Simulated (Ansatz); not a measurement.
Consider the following.

Bi2Se3:
```
CELL_PARAMETERS angstrom
      2.07439     1.19765     9.82666
     -2.07439     1.19765     9.82666
      0.00000    -2.39530     9.82666
ATOMIC_POSITIONS crystal
  Bi 0.39899 0.39899 0.39899
  Bi 0.60101 0.60101 0.60101
  Se 0.00000 0.00000 0.00000
  Se 0.21512 0.21512 0.21512
  Se 0.78488 0.78488 0.78488
```

This is the r²SCAN+D4-relaxed structure.

**Question.** All from r²SCAN+D4 in the plane-wave PAW code Ansatz, unless another level is named. Give the formation energy from the elements (no fitted shifts).

**Answer.** -0.44 eV/atom.

**Question.** And the electron effective mass?

**Answer.** 0.11, 0.11, 0.56 mₑ (principal values).

**Question.** Next, the gap with spin–orbit coupling?

**Answer.** 0.03 eV.

**Question.** Next, the weight of the valence-edge state by species (Voronoi cells)?

**Answer.** Se 82 %, Bi 18 %.

**Question.** Predict the weight of the conduction-edge state by species (Voronoi cells).

**Answer.** Bi 62 %, Se 38 %.

Space group R-3m. The r²SCAN+D4 relaxation kept the symmetry of its start. The references are the lowest solids computed at this level, not always the standard phases. Spin–orbit coupling is left out wherever it is not named.

Potentials: the later of the program's two PAW sets.
